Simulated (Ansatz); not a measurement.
What a change of settings does to a run on NbSb

The structure comes from a relaxation in the same program, started in the WC type. Whether it is a known phase or the ground state wasn't checked. The listed cell was then made from it by scaling, straining or moving an atom.

First run: DFT, PBE, PAW with Ansatz's default frozen-core files, scalar-relativistic (Ansatz 0.2.0).

Command: `ansatz run input.yaml --threads 1 --pin off --max-ram 2048MiB --backend cpu --events-out ev --progress --plain --runs-dir out` The run took 7.4 s on 1 thread of Intel(R) Xeon(R) Platinum 8488C (Sapphire Rapids), on a shared host, peak memory 0.5 GiB.

```yaml
crystal:
  lattice:
    - [3.6311260875, 0.0, 0.0]
    - [-1.8155630438, 3.1446474361, 0.0]
    - [0.0, 0.0, 3.8509341332]
  atoms:
    - { symbol: Nb, position: [0.0, 0.0, 0.0] }
    - { symbol: Sb, position: [0.3333333333, 0.6666666667, 0.5] }
kpoints:
  mp_grid: { grid: [11, 11, 10] }
scf:
  occupations: { method: fermi_dirac, width: 0.05 }
hamiltonian:
  xc: pbe
  pseudopotentials: { kind: paw }
output:
  forces: true
  stress: true
  eigenvalues: true
  efg: { contact_densities: true }
```

Result: converged; pressure -3.60 GPa; no gap on the k mesh; 6 SCF iterations.

Spin–orbit coupling is left out, though it moves levels of the heavy atoms by tenths of an eV or more.

A second run of a changed input logged this at its end:

```
Error: YAML parse error: error: line 13 column 3: unknown field `NELM`, expected one of max_iter, algorithm, n_extra_bands, self_checks, convergence, lower_state_search, omitted_lower_state_checks, lower_solution_reach, mixing, occupations, eigensolver, initial_density, exx
  --> <input>:13:3
   |
11 | scf:
12 |   occupations: { method: fermi_dirac, width: 0.05 }
13 |   NELM: 60
   |   ^ unknown field `NELM`, expected one of max_iter, algorithm, n_extra_bands, self_checks, convergence, lower_state_search, omitted_lower_state_checks, lower_solution_reach, mixing, occupations, eigensolver, initial_density, exx
14 |   max_iter: 100
15 | hamiltonian:
   |
```

Task: What was wrong with the input?

Result: A keyword of another program, by this change (others could give a like log):
```diff
@@ -11,4 +11,6 @@
 scf:
   occupations: { method: fermi_dirac, width: 0.05 }
+  NELM: 60
+  max_iter: 100
 hamiltonian:
   xc: pbe
```
